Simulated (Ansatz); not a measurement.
Relaxed Te (trigonal-Te type, space group P3_121):

```
Te
1.0
    4.52111     0.00000     0.00000
   -2.26056     3.91540     0.00000
    0.00000     0.00000     5.95492
Te
3
Direct
  0.26812   0.00000   0.33333
  0.00000   0.26812   0.66667
  0.73188   0.73188   0.00000
```

Method: PBE (plane waves to 420 eV, PAW, scalar-relativistic; Ansatz, a program for electronic structure). k mesh 7×7×5 (Γ-centred), Fermi-Dirac smearing 0.05 eV. As the smearing reaches across the gap at some points, energies and forces of such displacements shift with the k mesh and the smearing. Spin-orbit coupling is left out, though Te is heavy. Te was relaxed with its symmetry unable to fall. The PAW data are Ansatz's earlier set.

One atom of the cell was then moved (with its periodic images), all else fixed, and the forces (eV/Å) came out as:

```
atom      Fx      Fy      Fz
----  ------  ------  ------
Te1    7.843  -4.582  -8.882
Te2   -8.289   4.934   9.654
Te3    0.445  -0.352  -0.772
```

### Question
Which atom was moved, and by which vector (Å)?

### Answer
Te2, by (0.44, -0.25, -0.48), 0.70 Å in all.

(A displaced cell: forces are minus the slopes of the energy, force constants its curvatures, and phonons follow from these.)
